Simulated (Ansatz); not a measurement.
Relaxed TiO$_{2}$ (anatase):

```
TiO2
1.0
   -1.88900     1.88900     4.79434
    1.88900    -1.88900     4.79434
    1.88900     1.88900    -4.79434
Ti O
2 4
Cartesian
  0.00000   0.00000   4.79434
  1.88900   0.00000   2.39717
  0.00000   0.00000   2.80741
  1.88900   0.00000   0.41024
  1.88900   0.00000   4.38410
  0.00000   0.00000   6.78127
```

In this cell atom 2 (Ti, nearest neighbour O at 1.933 Å; its periodic images, 3.8 Å or more away, move with it) is moved by s along Cartesian [111], unit vector (0.577, 0.577, 0.577); all other atoms and the cell stay fixed.

Method: r2SCAN (plane waves to 500 eV, PAW, scalar-relativistic; Ansatz, a quantum-chemistry and plane-wave program). k mesh 10×10×10 (Γ-centred), Fermi-Dirac smearing 0.05 eV. Compression counts positive. Left out: 4 of 11 points, with atoms too close for the PAW data. F⊥ is the part of the force across the line. The PAW data are Ansatz's earlier set. TiO2 is run without spin polarisation. TiO2 was relaxed with its symmetry unable to fall. 

```json
[
 {"s (Å)": "-0.348", "|F⊥| (eV/Å)": "2.099", "P (GPa)": "…"},
 {"s (Å)": "-0.232", "|F⊥| (eV/Å)": "1.337", "P (GPa)": "…"},
 {"s (Å)": "-0.116", "|F⊥| (eV/Å)": "0.703", "P (GPa)": "0.8"},
 {"s (Å)": "0.000", "|F⊥| (eV/Å)": "0.000", "P (GPa)": "0.0"},
 {"s (Å)": "0.116", "|F⊥| (eV/Å)": "0.703", "P (GPa)": "0.8"},
 {"s (Å)": "0.232", "|F⊥| (eV/Å)": "1.337", "P (GPa)": "…"},
 {"s (Å)": "0.348", "|F⊥| (eV/Å)": "2.099", "P (GPa)": "…"}
]
```

Question: Complete the blanks.

Answer: 
- -0.348, P (GPa): 7.5
- -0.232, P (GPa): 3.3
- 0.232, P (GPa): 3.3
- 0.348, P (GPa): 7.5

(A displaced cell: forces are minus the slopes of the energy, force constants its curvatures, and phonons follow from these.)
